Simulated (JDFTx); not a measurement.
Ru(1 0 -1 0) slab cut from bulk Ru (space group P6_3/mmc, indices of the conventional cell, lattice of the Materials Project entry mp-33, not re-optimised): 6 atoms in 6 planes, a 1x1 cell of 11.56 Å² (|a| = 2.708, |b| = 4.268 Å), 5.3 Å between the outermost planes, cell height 21.5 Å, 8×6×1 k mesh, Fermi smearing 0.01 Ha, no spin polarisation.

Computed with a modified build of JDFTx: PBE, GBRV ultrasoft potentials, plane waves to 20/100 Ha. Liquid on both sides: CANDLE, acetonitrile, 1 M NaCl; nuclei fixed. On the negative side CANDLE's cavity feels the periodic box, so those points shift with the cell height.

Charging data:

```
U − U_pzc (V)  σ (μC/cm²)
-------------  ----------
-0.30               -2.64
0.00                 0.00
0.30                 3.38
```

Working it through: a check of Lippmann's equation. The grand free energy per area against the neutral slab, Δγ = [F(N) − F(N₀) − μ(N − N₀)]/2A, is taken from the total energies of the same runs.

```json
[
 {"U − U_pzc (V)": "-0.30", "Δγ (mJ/m²)": "-4.1"},
 {"U − U_pzc (V)": "0.00", "Δγ (mJ/m²)": "0.0"},
 {"U − U_pzc (V)": "0.30", "Δγ (mJ/m²)": "-5.1"}
]
```

Δγ is largest at zero charge and falls away from it, as dγ/dU = −σ demands. At 0.30 V the computed -5.1 mJ/m² stands beside -5.1 mJ/m² from the constant-capacitance formula.
